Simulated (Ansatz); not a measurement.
Mg2Sn:
```xyz
6
Lattice="5.7859 1.6513 0.0000 -5.7859 1.6513 0.0000 -3.0657 0.0000 7.3131" Properties=species:S:1:pos:R:3 pbc="T T T"
Mg     1.2384     1.6513     7.1154
Mg    -4.3041     1.6513     0.1977
Mg    -2.7815     1.6513     4.9520
Mg    -0.2842     1.6513     2.3611
Sn    -5.8757     1.6513     4.9327
Sn     2.8101     1.6513     2.3804
```

Relaxed with PBEsol. Special points in fractions of this cell's reciprocal vectors: Γ (0.000, 0.000, 0.000); C (0.274, 0.274, 0.000); C2 (-0.274, 0.726, 0.000); Y2 (-0.500, 0.500, 0.000); M2 (-0.500, 0.500, 0.500); D (-0.260, 0.740, 0.500); D2 (0.260, 0.260, 0.500); A (0.000, 0.000, 0.500); L2 (0.000, 0.500, 0.500); V2 (0.000, 0.500, 0.000).

Question: List the band energies nearest the Fermi level at these points for plane-wave PAW PBEsol (Ansatz code).

Answer: In eV from the Fermi level; about four levels below and three above (degenerate sets whole), none deeper than 8.9 eV; points with the same levels are listed once.

```json
[
 {"k": "Γ", "below": "-3.49 -3.37 -3.18 -2.84", "above": "0.84 2.15 2.47"},
 {"k": "C", "below": "-2.47 -1.37 -0.56 -0.05", "above": "0.50 0.91 1.34"},
 {"k": "Y2", "below": "-5.80 -5.24 -3.10 -2.94", "above": "0.10 1.25 1.90"},
 {"k": "M2", "below": "-5.68 -5.41 -3.17 -2.92", "above": "0.03 1.39 1.92"},
 {"k": "D", "below": "-2.54 -2.47 -1.08 -0.60", "above": "0.20 0.55 1.43"},
 {"k": "A", "below": "-1.90 -1.82 -1.19 -0.72", "above": "0.33 4.33 4.82"},
 {"k": "L2", "below": "-2.28 -0.74 -0.58 -0.14", "above": "0.25 1.23 1.79"},
 {"k": "V2", "below": "-1.67 -1.46 -0.50 -0.21", "above": "1.64 1.67 2.92"}
]
```

Space group C2/m. The workflow started from a Materials Project entry (that database holds measured and hypothetical structures alike); the Crystallography Open Database copy checked does not list it. COD files the formula under space group No. 225, 227, so this cell is another polymorph or a model. Its standing as an ambient phase is unchecked. The PBEsol relaxation kept the symmetry of its start; whether a distortion lowers the energy is not shown. Scalar-relativistic: spin–orbit coupling is off unless named, which matters more the heavier the elements.

Potentials: the later of the program's two PAW sets.
